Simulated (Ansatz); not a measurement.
AlIn3Sb4: rattling a relaxed structure

The structure comes from a generated guess, relaxed at this level; another structure or a mixture of phases may lie lower.

Level of theory: DFT PBE, scalar-relativistic, plane waves, PAW in Ansatz. Plane waves to 420 eV, a k mesh through Γ of 8×8×8 on the computed 8-atom cell and Gaussian smearing (0.10 eV); no spin polarisation.

The cell below (8 atoms, space group I-42m (No. 121)) is relaxed within its symmetry.

```
Al In Sb
1.0
    -3.26340    3.26340    6.52520
     3.26340   -3.26340    6.52520
     3.26340    3.26340   -6.52520
Al In Sb
1 3 4
Cartesian
  0.0000 0.0000 0.0000
  0.0000 3.2634 3.2626
  0.0000 0.0000 6.5252
  3.2634 0.0000 3.2626
  1.5598 1.5598 1.5740
  1.7036 -1.7036 4.9512
  1.7036 1.7036 8.0992
  -1.7036 1.7036 4.9512
```

For the test it was strained at random (σ = 1.5 % a component), the atoms were moved at random (σ = 0.10 Å), and all was relaxed again on a coarse 4×4×4 mesh (in the run’s order of axes) with 0.20 eV smearing, with no symmetry imposed.

Spin–orbit coupling, which can matter for Sb, is left out.

Q: Is the structure stable against such a distortion?

A: It returns, within 1 meV/atom of the unmoved cell on that mesh and with the same symmetry when read at 0.1 Å (Cm at 0.01 Å, so small strains and shifts remain). So it is stable against the distortions that fit this cell and that this random move excites. Modes that don't fit the cell aren't tested.
